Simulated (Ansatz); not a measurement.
Problem. Each is relaxed and computed with the program Ansatz at the PBEsol level (PAW). Which is the only metal?
(A) CaSnS3, R-3 (Ca on 6c, Sn on 6c, S on 18f)
(B) ZnCu2GeS4, I-4 (Pearson symbol tI16)
(C) GeSe2, I-42d (Ge on 4a, Se on 8d)
(D) SnGe, P-6m2 (Sn on 1a, Ge on 1f)

Solution. D, SnGe, P-6m2 (Sn on 1a, Ge on 1f). SnGe: metal; ZnCu2GeS4: gap 0.60 eV (direct); CaSnS3: gap 1.72 eV (indirect); GeSe2: gap 1.34 eV (indirect). Constructed cells (a structure type filled with these elements, in neither database checked): SnGe, P-6m2 (Sn on 1a, Ge on 1f). Standing as an ambient phase not checked: CaSnS3, R-3 (Ca on 6c, Sn on 6c, S on 18f); GeSe2, I-42d (Ge on 4a, Se on 8d). All cells were relaxed under the symmetry of their starts (and spin orders); stability against distortions was not tested throughout. Rows with no word on spin ran without spin polarisation. Spin–orbit coupling is left out wherever it is not named.

Potentials: the later of the program's two PAW sets.
